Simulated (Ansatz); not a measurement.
A relaxation computed with Ansatz, from input to last step.

```yaml
crystal:
  lattice:
    - [2.5221, 0.0, 0.0]
    - [-1.26105, 2.1842026709, 0.0]
    - [0.0, 0.0, 12.3557]
  atoms:
    - { symbol: C, position: [0.0, 0.0, 0.1875] }
    - { symbol: C, position: [0.0, 0.0, 0.6875] }
    - { symbol: C, position: [0.0, 0.0, 0.3125] }
    - { symbol: C, position: [0.0, 0.0, 0.8125] }
    - { symbol: C, position: [0.3333333333, 0.6666666667, 0.52083] }
    - { symbol: C, position: [0.6666666667, 0.3333333333, 0.02083] }
    - { symbol: C, position: [0.3333333333, 0.6666666667, 0.97917] }
    - { symbol: C, position: [0.6666666667, 0.3333333333, 0.47917] }
    - { symbol: C, position: [0.3333333333, 0.6666666667, 0.64583] }
    - { symbol: C, position: [0.6666666667, 0.3333333333, 0.14583] }
    - { symbol: C, position: [0.3333333333, 0.6666666667, 0.85417] }
    - { symbol: C, position: [0.6666666667, 0.3333333333, 0.35417] }
basis:
  ecutwfc: 420
kpoints:
  mp_grid: { grid: [12, 12, 2] }
hamiltonian:
  xc: pbe
scf:
  occupations: { method: gaussian, width: 0.02 }
output:
  forces: true
  stress: true
  eigenvalues: true
relax:
  adjacent_minimum: "off"
  f_tol: 0.005
  max_steps: 80
  cell: { stress_tol: 0.05 }
```

```bash
ansatz run input.yaml --threads 2 --pin off --max-ram 5120MiB --backend cpu --events-out ev --progress --plain --runs-dir out
```

Method: DFT PBE, scalar-relativistic, plane waves, PAW in Ansatz 0.2.0.

Of 7 frames 6 are shown, positions in Å and forces in eV/Å; the SCF threshold varies from step to step. Steps run on the plane waves of an earlier cell, with a Pulay correction in the pressure. The basis is chosen afresh for the last frame, the zero of the energies, and at times for earlier ones too; energy and pressure step there, also at an unchanged geometry.

```xyz
12
Lattice="2.5221 0.0000 0.0000 -1.2611 2.1842 0.0000 0.0000 0.0000 12.3557" Properties=species:S:1:pos:R:3:forces:R:3 pbc="T T T" step=1 free_energy_over_end_meV_per_atom=1.69 pressure_GPa=2.07
C     0.0000    0.0000    2.3167    0.0000    0.0000   -0.3305
C     0.0000    0.0000    8.4945    0.0000    0.0000   -0.3305
C     0.0000    0.0000    3.8612    0.0000    0.0000    0.3305
C     0.0000    0.0000   10.0390    0.0000    0.0000    0.3305
C     0.0000    1.4561    6.4352    0.0000    0.0000    0.0270
C     1.2611    0.7281    0.2574    0.0000    0.0000    0.0270
C     0.0000    1.4561   12.0983    0.0000    0.0000   -0.0270
C     1.2611    0.7281    5.9205    0.0000    0.0000   -0.0270
C     0.0000    1.4561    7.9797    0.0000    0.0000   -0.3105
C     1.2611    0.7281    1.8018    0.0000    0.0000   -0.3105
C     0.0000    1.4561   10.5539    0.0000    0.0000    0.3105
C     1.2611    0.7281    4.3760    0.0000    0.0000    0.3105
12
Lattice="2.5175 0.0000 0.0000 -1.2587 2.1802 0.0000 0.0000 0.0000 12.4360" Properties=species:S:1:pos:R:3:forces:R:3 pbc="T T T" step=2 free_energy_over_end_meV_per_atom=0.51 pressure_GPa=0.73
C     0.0000    0.0000    2.3296    0.0000    0.0000   -0.3261
C     0.0000    0.0000    8.5476    0.0000    0.0000   -0.3261
C     0.0000    0.0000    3.8884    0.0000    0.0000    0.3261
C     0.0000    0.0000   10.1064    0.0000    0.0000    0.3261
C     0.0000    1.4535    6.4774    0.0000    0.0000   -0.0456
C     1.2587    0.7267    0.2594    0.0000    0.0000   -0.0456
C     0.0000    1.4535   12.1766    0.0000    0.0000    0.0456
C     1.2587    0.7267    5.9586    0.0000    0.0000    0.0456
C     0.0000    1.4535    8.0221    0.0000    0.0000    0.1190
C     1.2587    0.7267    1.8041    0.0000    0.0000    0.1190
C     0.0000    1.4535   10.6319    0.0000    0.0000   -0.1190
C     1.2587    0.7267    4.4139    0.0000    0.0000   -0.1190
12
Lattice="2.5200 0.0000 0.0000 -1.2600 2.1824 0.0000 0.0000 0.0000 12.4238" Properties=species:S:1:pos:R:3:forces:R:3 pbc="T T T" step=3 free_energy_over_end_meV_per_atom=0.24 pressure_GPa=0.28
C     0.0000    0.0000    2.3243    0.0000    0.0000   -0.1657
C     0.0000    0.0000    8.5362    0.0000    0.0000   -0.1657
C     0.0000    0.0000    3.8875    0.0000    0.0000    0.1657
C     0.0000    0.0000   10.0994    0.0000    0.0000    0.1657
C     0.0000    1.4549    6.4700    0.0000    0.0000    0.0032
C     1.2600    0.7275    0.2581    0.0000    0.0000    0.0032
C     0.0000    1.4549   12.1657    0.0000    0.0000   -0.0032
C     1.2600    0.7275    5.9538    0.0000    0.0000   -0.0032
C     0.0000    1.4549    8.0143    0.0000    0.0000    0.0609
C     1.2600    0.7275    1.8024    0.0000    0.0000    0.0609
C     0.0000    1.4549   10.6214    0.0000    0.0000   -0.0609
C     1.2600    0.7275    4.4095    0.0000    0.0000   -0.0609
12
Lattice="2.5205 0.0000 0.0000 -1.2602 2.1828 0.0000 0.0000 0.0000 12.4276" Properties=species:S:1:pos:R:3:forces:R:3 pbc="T T T" step=4 free_energy_over_end_meV_per_atom=0.18 pressure_GPa=0.00
C     0.0000    0.0000    2.3222    0.0000    0.0000   -0.0001
C     0.0000    0.0000    8.5360    0.0000    0.0000   -0.0001
C     0.0000    0.0000    3.8916    0.0000    0.0000    0.0001
C     0.0000    0.0000   10.1054    0.0000    0.0000    0.0001
C     0.0000    1.4552    6.4719    0.0000    0.0000    0.0005
C     1.2602    0.7276    0.2581    0.0000    0.0000    0.0005
C     0.0000    1.4552   12.1695    0.0000    0.0000   -0.0005
C     1.2602    0.7276    5.9557    0.0000    0.0000   -0.0005
C     0.0000    1.4552    8.0169    0.0000    0.0000   -0.0013
C     1.2602    0.7276    1.8031    0.0000    0.0000   -0.0013
C     0.0000    1.4552   10.6245    0.0000    0.0000    0.0013
C     1.2602    0.7276    4.4107    0.0000    0.0000    0.0013
12
Lattice="2.5205 0.0000 0.0000 -1.2602 2.1828 0.0000 0.0000 0.0000 12.4276" Properties=species:S:1:pos:R:3:forces:R:3 pbc="T T T" step=5 free_energy_over_end_meV_per_atom=0.00 pressure_GPa=0.05
C     0.0000    0.0000    2.3222    0.0000    0.0000   -0.0006
C     0.0000    0.0000    8.5360    0.0000    0.0000   -0.0006
C     0.0000    0.0000    3.8916    0.0000    0.0000    0.0006
C     0.0000    0.0000   10.1054    0.0000    0.0000    0.0006
C     0.0000    1.4552    6.4719    0.0000    0.0000   -0.0003
C     1.2602    0.7276    0.2581    0.0000    0.0000   -0.0003
C     0.0000    1.4552   12.1695    0.0000    0.0000    0.0003
C     1.2602    0.7276    5.9557    0.0000    0.0000    0.0003
C     0.0000    1.4552    8.0169    0.0000    0.0000   -0.0005
C     1.2602    0.7276    1.8031    0.0000    0.0000   -0.0005
C     0.0000    1.4552   10.6245    0.0000    0.0000    0.0005
C     1.2602    0.7276    4.4107    0.0000    0.0000    0.0005
12
Lattice="2.5205 0.0000 0.0000 -1.2602 2.1828 0.0000 0.0000 0.0000 12.4289" Properties=species:S:1:pos:R:3:forces:R:3 pbc="T T T" step=7 free_energy_over_end_meV_per_atom=0.00 pressure_GPa=0.00
C     0.0000    0.0000    2.3224    0.0000    0.0000    0.0000
C     0.0000    0.0000    8.5369    0.0000    0.0000    0.0000
C     0.0000    0.0000    3.8920    0.0000    0.0000    0.0000
C     0.0000    0.0000   10.1065    0.0000    0.0000    0.0000
C     0.0000    1.4552    6.4726    0.0000    0.0000   -0.0001
C     1.2602    0.7276    0.2581    0.0000    0.0000   -0.0001
C     0.0000    1.4552   12.1708    0.0000    0.0000    0.0001
C     1.2602    0.7276    5.9564    0.0000    0.0000    0.0001
C     0.0000    1.4552    8.0178    0.0000    0.0000    0.0001
C     1.2602    0.7276    1.8033    0.0000    0.0000    0.0001
C     0.0000    1.4552   10.6256    0.0000    0.0000   -0.0001
C     1.2602    0.7276    4.4111    0.0000    0.0000   -0.0001
```

Time: 20 s on 2 threads of Arm Neoverse V1, with other jobs on the host, peak memory 0.34 GiB.